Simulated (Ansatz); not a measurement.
Polymorphs of BN, each relaxed with the program Ansatz at the PBE level (PAW):

A: CsCl type (Pm-3m), a = 2.319 Å, b = 2.319 Å, c = 2.319 Å, α = 90.00°, β = 90.00°, γ = 90.00°

B: P4_2/mmc, a = b = 2.497 Å, c = 4.306 Å, α = β = γ = 90.00°

C: P6_3mc, a = 2.560 Å, b = 2.560 Å, c = 12.595 Å, α = 90.00°, β = 90.00°, γ = 120.00°

D: P6_3/mmc, a = 2.512 Å, b = 2.512 Å, c = 8.411 Å, α = 90.00°, β = 90.00°, γ = 120.00°

### Question
Order them by energy per atom at 0 K (lowest first) at the level PBE.

### Answer
D (+0 meV/atom), C (+82 meV/atom), B (+1854 meV/atom), A (+3797 meV/atom)

### Question
Give each one's gap.

### Answer
A no gap; B no gap; C 5.19 eV; D 4.38 eV.

Constructed cells (a structure type filled with these elements, in neither database checked): A; B. Built on a structure type that need not be the filed one of that space group: C. Not the usual ambient phase: A; B; C. Relaxed far from the usual cell of the phase: D. Weakly bound layers, chains or molecules computed without a dispersion correction, so cells and soft constants are ill determined: D. All cells were relaxed under the symmetry of their starts (and spin orders); stability against distortions was not tested throughout.

Energies hold the estimated change up to a 700 eV cutoff; steps of a few meV lie near the error of the meshes.

Potentials: the later of the program's two PAW sets.
